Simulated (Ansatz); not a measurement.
Phonons of AlB2-type GdGa2

Level of theory: DFT, PBEsol, scalar-relativistic, collinear spin; plane waves to 420 eV with PAW datasets (Ansatz 0.2.0), Gaussian smearing of 0.15 eV; PAW files: Ansatz's generated set soft_2.

```yaml
crystal:
  lattice:
    - [4.18551, 0.00000, 0.00000]
    - [-2.09276, 3.62476, 0.00000]
    - [0.00000, 0.00000, 4.07550]
  atoms:
    - { symbol: Gd, position: [0.00000, 0.00000, 0.00000] }
    - { symbol: Ga, position: [0.33333, 0.66667, 0.50000] }
    - { symbol: Ga, position: [0.66667, 0.33333, 0.50000] }
```

The start was a prototype's sites filled with these elements; the Crystallography Open Database holds the compound in this structure.

Moments typed, the run going on from the state of an earlier one (μB, in the order of the atoms): 7.73, 0.0, 0.0.

The spin moment ends at 7.14 μB for each cell as shown.

Force constants come from finite displacements in a 2×2×2 supercell (the unit cell's 10×10×8 k-mesh, folded to it); the long-range dipole term is not included. Points in reciprocal vectors of this cell: Γ = (0.000, 0.000, 0.000), M = (0.500, 0.000, 0.000), K = (0.333, 0.333, 0.000), A = (0.000, 0.000, 0.500), L = (0.500, 0.000, 0.500), H = (0.333, 0.333, 0.500).

Q: Is the structure dynamically stable along this path, and where does the spectrum end?

A: Yes: no branch is imaginary beyond numerical noise. The highest frequency is 273 cm⁻¹, at H. Points that don't fit the supercell are interpolated. The lowest branch at A is only 19 cm⁻¹, so the structure is close to an instability there.

Frequencies at the named points (cm⁻¹, imaginary ones negative):
| point | ω (cm⁻¹) |
| --- | --- |
| Γ | 0 0 0 29 118 132 132 271 271 |
| M | 69 83 85 95 95 102 188 230 270 |
| K | 79 79 89 89 102 109 208 208 270 |
| A | 19 96 96 101 101 109 131 272 272 |
| L | 59 65 92 98 107 108 184 239 266 |
| H | 60 60 100 100 106 108 206 206 273 |

Q: What does the harmonic approximation give for the vibrational free energy, entropy and heat capacity?

A: Zero-point energy 24.8 meV/atom.
```tsv
T (K)	F_vib (meV/atom)	S (J/K per mole of atoms)	C_V (J/K per mole of atoms)
100	17.8	16.4	18.3
200	-7.3	30.9	22.7
300	-44.5	40.3	23.9
400	-90.0	47.3	24.3
500	-142.0	52.7	24.6
600	-199.0	57.2	24.7
700	-260.3	61.0	24.7
800	-325.4	64.3	24.8
900	-393.6	67.3	24.8
1000	-464.7	69.9	24.8
```

The highest mode, 273 cm⁻¹, is worth 390 K. At 300 K the heat capacity has reached 96 % of the classical limit 3R = 24.9 J/K per mole of atoms: a mode at k_BT already holds 92 % of its classical share, and one at 1.5 k_BT 83 %.

The crystal is a metal or nearly so; low and unstable modes depend on mesh and smearing.

Cost: 19 min on 4 threads of Arm Neoverse V2, with other jobs on the host, peak memory 7.2 GiB.

Without a U the 4f levels of Gd lie too near the Fermi level, so their share of the states there, and what hangs on it, is overstated. Scalar-relativistic only: spin–orbit splittings of the heavy atoms' levels are missing. Site moments are of spin, integrated over atomic spheres. No antiparallel order was tried.
